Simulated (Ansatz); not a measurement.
Method: DFT PBE, scalar-relativistic, plane waves, PAW in Ansatz. All cells share a 420 eV cutoff and Γ-centred k meshes spaced at most about 0.3 Å⁻¹ (about 0.25 or finer for metals, 2π included). No spin polarisation in the final relaxations.

Temperature and zero-point effects are left out.

Two forms of AlH5 were relaxed alike.

1.

```
Al H
1.0
     1.78058   -3.37856    0.00000
     1.78058    3.37856    0.00000
     0.00000    0.00000    4.38493
Al H
1 5
Direct
  0.00000 0.00000 0.00000
  0.15332 0.84668 0.59591
  0.84668 0.15332 0.40409
  0.84668 0.15332 0.59591
  0.15332 0.84668 0.40409
  0.50000 0.50000 0.00000
```

2.

```
Al H
1.0
     3.44562    0.00000    0.00000
     0.00000    3.44562    0.00000
     0.00000    0.00000    3.44562
Al H
1 5
Direct
  0.50000 0.50000 0.50000
  0.21761 0.21761 0.21761
  0.78239 0.78239 0.21761
  0.78239 0.21761 0.78239
  0.21761 0.78239 0.78239
  0.00000 0.00000 0.00000
```

**Question.** Which form is favoured at zero pressure, and by what margin per atom?

**Answer.** Cell 1 is lower, by 78 meV/atom. Cell 1 has space group Cmmm (No. 65), 8.8 Å³/atom and no gap on its mesh; cell 2 has space group P-43m (No. 215), 6.8 Å³/atom and no gap. Counting H atoms around Al (those within 1.25 times the shortest such distance or 1.15 times the sum of covalent radii; a plus sign parts nearer from farther groups), cell 1 has Al 2+4 and cell 2 has Al 4. Cell 1 holds H–H pairs (shortest 0.84 Å); in cell 2 the shortest H–H distance is 1.30 Å. Even the lower one lies +0.36 eV/atom against the reference forms of the elements (uncorrected), so neither is stable at this level. Both come from invented guesses. A third cell relaxed alike, in P-1, lies 282 meV/atom below the lower of the two; the P-43m cell fell into it when its atoms were moved at random.

Weakly bound directions are ill-defined at this level, which has no dispersion term (Cmmm), and this can change margins and order among such cells. The zero gap of P-43m may come from the functional, which often closes small gaps, or the cell may be a true semimetal. With hydrogen, zero-point motion can shift such differences by 10 meV/atom or more. Cells relaxed within their symmetry can be saddle points; a later kick test found a lower structure for AlH5 P-43m.
